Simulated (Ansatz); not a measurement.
## What DFT gives for CaMn$_{2}$As$_{2}$

```xyz
5
Lattice="2.1097 3.6541 0.0000 -2.1097 3.6541 0.0000 0.0000 0.0000 7.1111" Properties=species:S:1:pos:R:3 pbc="T T T"
As   -0.0002    2.4362    1.8489
As    0.0002    4.8720    5.2622
Ca    0.0000    0.0000    0.0000
Mn   -0.0002    2.4362    4.4089
Mn    0.0002    4.8720    2.7022
```

Single point in Ansatz 0.2.0 with r2SCAN, no spin polarisation. Cutoff 500 eV, PAW datasets, 9×9×5 Γ-centred k mesh, fermi-dirac filling (width 0.1 eV).

Question: Metal or insulator?

Answer: It is a metal on this mesh, though the bands barely overlap, with about 9.1 states/eV a cell as the mean within 0.25 eV of the Fermi level, mostly Mn d (93 %).

Question: Describe some of the short contacts.

Answer: As–Mn at 2.56 Å: least valence density 0.37 e/Å³ and ELF 0.40 there. Mn–Mn at 2.97 Å: least valence density 0.20 e/Å³ and ELF 0.36 there. Ca–As at 3.06 Å: least valence density 0.12 e/Å³ and ELF 0.09 there. These are pseudo-fields; inside the PAW spheres they differ from the all-electron ones.

Question: What does the stress say?

Answer: The pressure is -16.1 GPa (compression positive), so with the atoms held at these fractions the cell would first shrink; the forces are large, so a full relaxation may end otherwise.

Question: Is it stable against the elements?

Answer: 0.08 eV an atom against the elements' usual phases (free molecules for gases, crystals otherwise, with no correction for O₂ or N₂), so at this geometry it isn't bound against them. Relaxing would lower it.

Question: Which atom feels the largest force, and which way?

Answer: The largest is on As1 (and as large on other atoms): 2.09 eV/Å, components (0.00, 0.00, 2.09). It makes 0° with the line to a nearest neighbour, Mn4 at 2.56 Å, pointing towards it.

Question: How is the charge shared?

Answer: Bader charges in e: Ca +1.45, Mn +0.53, As -1.25. In the mean Ca gives up most and As takes most.

Origin: a known structure type with other elements, at an estimated volume, so it need not be a known compound. Caveats: no spin polarisation, so a magnetic state may lie lower; atoms or cell far from equilibrium.

Run time, from a saved density: 3.2 min on 1 thread of Arm Neoverse N1 (shared host), peak memory 0.86 GiB. The time holds forces, stress, Bader, DOS, bands, ELF.
